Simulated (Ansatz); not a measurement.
Kick test of a cell of CuMo7

The cell was found from a proposed guess, not taken from experiment.

These are results of DFT PBE, scalar-relativistic, plane waves, PAW (Ansatz 0.2.0), not measurements. Settings: cutoff 420 eV, Γ-centred mesh 12×12×2 on the computed 8-atom cell, Gaussian smearing of 0.10 eV; no spin polarisation.

The cell below (8 atoms, space group Cmmm (No. 65)) is relaxed within its symmetry.

```cif
data_structure
_symmetry_space_group_name_H-M 'P 1'
_symmetry_Int_Tables_number 1
_cell_length_a 2.7090
_cell_length_b 2.7090
_cell_length_c 17.6958
_cell_angle_alpha 90.000
_cell_angle_beta 90.000
_cell_angle_gamma 108.447
_cell_volume 123.19
loop_
_atom_site_label
_atom_site_type_symbol
_atom_site_fract_x
_atom_site_fract_y
_atom_site_fract_z
_atom_site_occupancy
Cu1 Cu 0.00000 0.00000 0.00000 1
Mo1 Mo 0.50000 0.50000 0.37243 1
Mo2 Mo 0.00000 0.00000 0.50000 1
Mo3 Mo 0.50000 0.50000 0.62757 1
Mo4 Mo 0.50000 0.50000 0.87971 1
Mo5 Mo 0.50000 0.50000 0.12029 1
Mo6 Mo 0.00000 0.00000 0.75474 1
Mo7 Mo 0.00000 0.00000 0.24526 1
```

For the test it was strained at random (σ = 1.5 % a component), the atoms were moved at random (σ = 0.15 Å), and all was relaxed again on a coarse 8×8×2 mesh (in the run’s order of axes) with 0.20 eV smearing, with no symmetry imposed.

Question: Is the structure stable against such a distortion?

Answer: It returns, within 1 meV/atom of the unmoved cell on that mesh and with the same symmetry when read at 0.1 Å (C2/m at 0.01 Å, so small strains and shifts remain). No instability shows in this cell; modes of other wave vectors, which need another repeat, aren't tested.
